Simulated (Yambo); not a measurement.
Here is the system:

```
BaCu2S2
1.0
   -1.95097     1.95097     6.32505
    1.95097    -1.95097     6.32505
    1.95097     1.95097    -6.32505
S Cu Ba
2 2 1
Direct
  0.64101   0.64101   0.00000
  0.35899   0.35899   0.00000
  0.75000   0.25000   0.50000
  0.25000   0.75000   0.50000
  0.00000   0.00000   0.00000
```

Workflow: LDA (Quantum ESPRESSO, PseudoDojo norm-conserving, 92 Ry, scalar-relativistic), then G0W0 in Yambo (4×4×4 Γ-centred k mesh, bands 9 to 116 and a 6 Ry block in the screening, 116 bands in G with the Bruneval-Gonze terminator, plasmon pole fitted at 27.2 eV).

Task: Give the LDA and G0W0 gaps between the band edges found on this mesh, and say where the edges lie.

Result: Edges: Γ → Γ. LDA: 0.42 eV; G0W0: 1.13 eV. Nearest settings tried, and what they do to the gap: 94 bands in W, 94 bands in G: +43 meV; 2×2×2 mesh: -231 meV. Not varied: block. So the settings aren't converged at that level. The filled Cu 3d shell has no Hubbard U; semilocal functionals place it too high.

Geometry of the Materials Project entry, not relaxed at this level.

The structure is a Materials Project entry; no match was found in the copy of COD used, and its stability was not checked.
